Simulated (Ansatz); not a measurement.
One stationary structure of TiO2. Calculation: PBEsol (plane waves to 420 eV, PAW, scalar-relativistic; Ansatz, a program for electronic structure).

```
CELL_PARAMETERS angstrom
      5.21033     0.00000     0.00000
      0.00000     3.10531     0.00000
      0.00000     0.00000     6.17467
ATOMIC_POSITIONS crystal
  Ti 0.75182 0.25000 0.61033
  Ti 0.25182 0.25000 0.88967
  Ti 0.24818 0.75000 0.38967
  Ti 0.74818 0.75000 0.11033
  O  0.63870 0.25000 0.92226
  O  0.13870 0.25000 0.57774
  O  0.36130 0.75000 0.07774
  O  0.86130 0.75000 0.42226
  O  0.51954 0.25000 0.34414
  O  0.01954 0.25000 0.15586
  O  0.48046 0.75000 0.65586
  O  0.98046 0.75000 0.84414
```

Task: Find the space group and the Wyckoff positions (tolerance 0.01 Å).

Result: Space group Pnma (No. 62); a = 5.2103 Å, b = 3.1053 Å, c = 6.1747 Å, α = 90.00°, β = 90.00°, γ = 90.00°

```json
[
 {"atom": "Ti", "site": "4c", "symmetry": ".m.", "x": "0.2482", "y": "0.7500", "z": "0.3897"},
 {"atom": "O", "site": "4c", "symmetry": ".m.", "x": "0.1387", "y": "0.2500", "z": "0.5777"},
 {"atom": "O", "site": "4c", "symmetry": ".m.", "x": "0.0195", "y": "0.2500", "z": "0.1559"}
]
```

This is the AFLOW prototype A2B_oP12_62_2c_c (C23, as in PbCl2).

Task: Give the shortest distances between elements (the closest pairs, up to four, under 3.6 Å).

Result: O–Ti 2.01 Å; O–O 2.33 Å; Ti–Ti 3.11 Å.

The volume per atom is 8.33 Å³ and the band gap is 1.78 eV, indirect (valence top at Γ, conduction bottom at k = (0, 0.1111, 0)) (no spin-orbit coupling). The smallest direct gap is 1.82 eV at Γ.

No spin polarisation in the result.

The run could not lose the symmetry of its start.

The first start was generated by placing the elements on the sites of a structure type. A measured structure of TiO2 has the same space group, Pnma (No. 62); the sites were not compared with it. Another known form has space group No. 61.
